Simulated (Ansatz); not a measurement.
Cu Kα1 powder pattern (kinematic, no thermal factors).
```tsv
2θ (°)	relative intensity
15.74	19
19.73	52
25.33	58
28.04	13
31.78	3
32.31	55
37.69	21
40.07	66
42.89	100
43.30	7
45.05	13
48.01	22
48.49	10
52.03	3
52.84	8
56.18	14
57.96	22
60.46	3
61.85	3
64.26	5
64.67	16
65.60	2
66.40	5
67.63	1
67.94	13
68.33	8
70.02	4
71.23	3
74.74	39
76.29	3
78.49	5
78.86	9
80.47	12
82.27	2
83.87	5
85.00	4
86.51	7
89.75	2
89.87	2
```

The pattern is computed from a structure relaxed with Ansatz 0.2.0, DFT PBE, scalar-relativistic, plane waves, PAW. No spin polarisation. Its elements are As, Hf.

**Question.** Give the structure.

**Answer.** HfAs$_{4}$.
Space group P4/mmm (No. 123). a = 4.497 Å, b = 4.497 Å, c = 5.627 Å, α = 90.00°, β = 90.00°, γ = 90.00°
```json
{"atom": "Hf", "site": "1a", "symmetry": "4/mmm", "x": "0.0000", "y": "0.0000", "z": "0.0000"}
{"atom": "As", "site": "4i", "symmetry": "2mm.", "x": "0.5000", "y": "0.0000", "z": "0.2797"}
```

A pattern alone doesn't exclude other cells with like lines; this is the one computed.

The structure comes from a generated guess; another structure or a mixture of phases may lie lower.
